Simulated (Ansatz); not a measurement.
Relaxed CdS (zinc blende):

```yaml
crystal:
  lattice:
    - [0.00000, 5.87906, 5.87906]
    - [2.93953, 2.93953, 5.87906]
    - [2.93953, 2.93953, 0.00000]
  atoms:
    - { symbol: S, position: [0.00000, 0.75000, 0.75000] }
    - { symbol: S, position: [0.50000, 0.75000, 0.75000] }
    - { symbol: Cd, position: [0.00000, 0.00000, 0.00000] }
    - { symbol: Cd, position: [0.50000, 0.00000, 0.00000] }
```

The atoms are displaced by Q × the pattern below (from a DFPT mode at X = (0.5, 0.5, 0.0), largest move 1; Q in Å), at fixed cell. It is one choice among 2 degenerate patterns. (q is in reciprocal vectors of the primitive cell; the cell shown is doubled to hold the pattern.)

```csv
atom,x,y,z
S1,0.000,1.000,0.000
S2,0.000,-1.000,0.000
Cd3,-0.194,0.000,0.000
Cd4,0.194,0.000,0.000
```

Method: r2SCAN (plane waves to 500 eV, PAW, scalar-relativistic; Ansatz, a program for electronic structure). k mesh 10×10×10 (Γ-centred), Fermi-Dirac smearing 0.05 eV. CdS was relaxed with its symmetry unable to fall. The PAW data are Ansatz's earlier set.

At one point of the scan the forces (eV/Å) are:

```json
[
 {"atom": "S1", "Fx": "0.000", "Fy": "0.572", "Fz": "0.000"},
 {"atom": "S2", "Fx": "0.000", "Fy": "-0.572", "Fz": "0.000"},
 {"atom": "Cd3", "Fx": "-0.392", "Fy": "0.000", "Fz": "0.000"},
 {"atom": "Cd4", "Fx": "0.392", "Fy": "0.000", "Fz": "0.000"}
]
```

Q: Which point is it?
(A) Q = -0.050 Å
(B) Q = -0.100 Å
(C) Q = -0.083 Å
(D) Q = -0.067 Å

A: D, Q = -0.067 Å

(A displaced cell: forces are minus the slopes of the energy, force constants its curvatures, and phonons follow from these.)
